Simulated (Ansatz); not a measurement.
Relaxed-ion elastic tensor of Sb (body-centred tetragonal, space group No. 139) in GPa (Voigt order), LDA (plane waves, PAW; program Ansatz); density 7.76 g/cm³, 26.05 Å³ per atom.

```
  140   30.2   52.4    0.0    0.0    0.0
 30.2    140   52.4    0.0    0.0    0.0
 52.4   52.4   65.9    0.0    0.0    0.0
  0.0    0.0    0.0  -13.3    0.0    0.0
  0.0    0.0    0.0    0.0  -13.3    0.0
  0.0    0.0    0.0    0.0    0.0  -16.9
```

Is the crystal mechanically stable?

No: the smallest eigenvalue of C is -16.9 GPa.

Space group I4/mmm (body-centred tetragonal). The workflow started from an entry of the Crystallography Open Database (COD), which files this formula under 5 space groups. It is not the phase usual at ambient conditions (space group No. 166). Symmetry was held in the LDA relaxation. At this level the phase is mechanically unstable. The volume moved by 16 % from the start of the relaxation. As this level gives no gap, shear constants depend on the k-mesh and smearing (Fermi–Dirac, 0.1 eV here). Spin–orbit coupling is left out wherever it is not named.

Potentials: the later of the program's two PAW sets.
